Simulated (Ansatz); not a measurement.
Magnetic order of CsFeCl$_{3}$ at several levels

```
CELL_PARAMETERS angstrom
7.24600 0.00000 0.00000
-3.62300 6.27522 0.00000
0.00000 0.00000 6.04000
ATOMIC_POSITIONS crystal
Cs 0.33333 0.66667 0.75000
Cs 0.66667 0.33333 0.25000
Fe 0.00000 0.00000 0.00000
Fe 0.00000 0.00000 0.50000
Cl 0.15754 0.31508 0.25000
Cl 0.84246 0.15754 0.75000
Cl 0.68492 0.84246 0.25000
Cl 0.84246 0.68492 0.75000
Cl 0.15754 0.84246 0.25000
Cl 0.31508 0.15754 0.75000
```

The same starts (parallel, antiparallel patterns that fit this cell, and no moments) were run with plane-wave PAW DFT (Ansatz 0.2.0; atoms fixed, collinear spin, no spin-orbit coupling; 5×5×5 Γ-centred mesh, fermi-dirac occupations of width 0.050 eV) at these levels: r2SCAN, 500 eV; r2SCAN with U_eff = 3.1 eV on Fe d (all-electron-ortho-atomic projectors), 500 eV.

How do order, exchange and moments depend on the level?

The runs give, at zero smearing:

| level | lowest state | mean moment on Fe (μB) | parallel less best compensated antiparallel (meV per Fe) | gain over no moments (meV per Fe) |
| --- | --- | --- | --- | --- |
| r2SCAN | parallel moments | 3.56 | -31 | 1763 |
| r2SCAN + U | antiparallel, compensated | 3.63 | +2 | 2139 |

Site moments are taken in small spheres that don't touch (radius about 0.4 of the atom's shortest bond), so those of the magnetic atoms read low. Only r2SCAN resolves the two orders, and it favours parallel moments: the difference runs from -31 to +2 meV per Fe.

The cell is that of a Crystallography Open Database entry, unchanged.

Caveats: only orders that fit this cell were tried, so the true order may need a larger cell or canted moments; atoms and cell are held at the entry's values; differences under about 5 meV per magnetic atom weren't tested against a denser mesh or another U, and are taken as unresolved; the U is a value in common use, not computed for this crystal; the state without moments isn't the paramagnet, so the last column is no ordering energy, and a U inflates it.
